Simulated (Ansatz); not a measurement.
## Two-dimensional strain map in SrC2

The calculation used DFT LDA, scalar-relativistic, plane waves, PAW in Ansatz 0.2.0. Cutoff 420 eV, Γ-centred 9×9×9 k-points, Gaussian smearing of 0.05 eV. No spin polarisation. Energies are free energies at this smearing, counted from the undisturbed cell; pressure is positive in compression.

The starting cell (as given, not relaxed at this level; it stands at -5.8 GPa, and it needn't be the usual structure):

```
Sr C
1.0
     2.51733    1.45338    2.30666
    -2.51733    1.45338    2.30666
     0.00000   -2.90676    2.30666
Sr C
1 2
Direct
  0.00000 0.00000 0.00000
  0.59156 0.59156 0.59156
  0.40844 0.40844 0.40844
```

The cell is strained by p along both x and y and by q along z, fractional coordinates fixed. Points are written (p, q).

Energy above the undisturbed cell in meV/atom (a dash: not computed):

```csv
p \ q,-0.080,-0.040,0.000,0.040,0.080
-0.080,174.0,26.9,-7.6,?,133.2
-0.040,134.8,?,?,28.2,135.8
0.000,142.7,14.7,0.0,64.1,181.2
0.040,181.1,?,55.4,128.3,254.1
0.080,238.6,126.8,128.7,209.6,343.4
```

Problem. Fill in the withheld energies.

Solution. (-0.080, 0.040): 36.4; (-0.040, -0.040): -2.3; (-0.040, 0.000): -26.4; (0.040, -0.040): 61.5.